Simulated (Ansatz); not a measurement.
**Relaxing barium (beta-Sn type)**

Method: DFT, PBEsol, plane waves (420 eV) with PAW, scalar-relativistic in Ansatz. The PAW files were generated under PBE, with cores re-solved for the functional.

k-point mesh 8×8×6, Fermi-Dirac smearing 0.1 eV, no spin polarisation. Cell and atoms relax.

Starting structure:

```yaml
crystal:
  lattice:
    - [-3.9169578005, 3.9169578005, 2.1386589591]
    - [3.9169578005, -3.9169578005, 2.1386589591]
    - [3.9169578005, 3.9169578005, -2.1386589591]
  atoms:
    - { symbol: Ba, position: [0.0, 0.0, 0.0] }
    - { symbol: Ba, position: [0.75, 0.25, 0.5] }
hamiltonian:
  xc: pbesol
  pseudopotentials:
    kind: paw
    azcp:
      Ba: "pseudopotentials/Ba.paw.azcp"
basis:
  ecutwfc: 420
  fft_grid_basis: typed
kpoints:
  mp_grid: { grid: [8, 8, 6], shift: [0, 0, 0] }
magnetization:
  spin_polarized: false
scf:
  occupations: { method: fermi_dirac, width: 0.1 }
relax:
  max_steps: 60
  f_tol: 0.01
  cell: {}
```

Task: The pressure at the start is -1.1 GPa. By how much does the volume change?

Result: From 65.63 to 54.38 Å³ per atom, -17.1 %. The final cell has a = 7.373 Å, c = 4.001 Å (c/a = 0.543).

Task: How much energy does the relaxation gain?

Result: 45.6 meV per atom.

The k-point mesh keeps fewer symmetry operations than the starting structure has, so the cell can leave it.
